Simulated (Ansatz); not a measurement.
In DFT-r²SCAN in the program Ansatz with PAW potentials, ZrGeO₃ in the tetragonal phase (P4mm; Zr on 1b, Ge on 1a, O on 2c, O on 1b) relaxes to a = 4.009 Å, c = 4.367 Å. Against the elements it lies at -2.35 eV/atom, with no fitted shifts.

It is gapped at this level: 1.68 eV (indirect). The valence maximum lies at X and the conduction minimum at Z. HSE06 on the same cell gives 2.33 eV. Gap from r²SCAN with spin–orbit coupling: 1.67 eV. Electrons at the band edge weigh 0.49, 0.53, 0.53 mₑ (principal values). The hole mass is 0.45, 0.80, 1.5 mₑ (principal values).

Bader charges are Zr +2.62, Ge +1.32, O -1.33 to -1.28 e.

The start of the workflow was typed in or built on a structure type; neither database checked (COD, Materials Project) lists it. Whether it is the stable phase at ambient conditions was not checked. The cell was relaxed with r²SCAN under the symmetry of its start; its stability against distortions is not shown here. No spin polarisation was allowed. The references are the lowest solids computed at this level, not always the standard phases (solids in place of the gases). Scalar-relativistic: spin–orbit coupling is off unless named, which matters more the heavier the elements.

Potentials: the later of the program's two PAW sets.
